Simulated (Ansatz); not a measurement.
Values for one crystal, relaxed and computed with plane-wave PAW r²SCAN (Ansatz code); other levels are named.

```yaml
volume_per_atom: 15.76 Å³
band_gap: 3.69 eV (direct)
valence_band_maximum: at Γ
conduction_band_minimum: at Γ
```

Q: Which of these materials gives this?
(A) TaAsO5, Pnma (Pearson symbol oP28)
(B) TaCu3Te4, P-43m (Ta on 1a, Cu on 3d, Te on 4e)
(C) K3NaS2O8, P-3m1 (Pearson symbol hP14)
(D) HfO2, P4_2/nmc (Hf on 2a, O on 4d)

A: A, TaAsO5, Pnma (Pearson symbol oP28)

The workflow started from a Materials Project entry (that database holds measured and hypothetical structures alike); the Crystallography Open Database copy checked does not list it. Its standing as an ambient phase is unchecked. The r²SCAN relaxation kept the symmetry of its start; its stability against distortions is not shown here. The run is not spin-polarised. Scalar-relativistic: spin–orbit coupling is off unless named, which matters more the heavier the elements.

Potentials: the later of the program's two PAW sets.
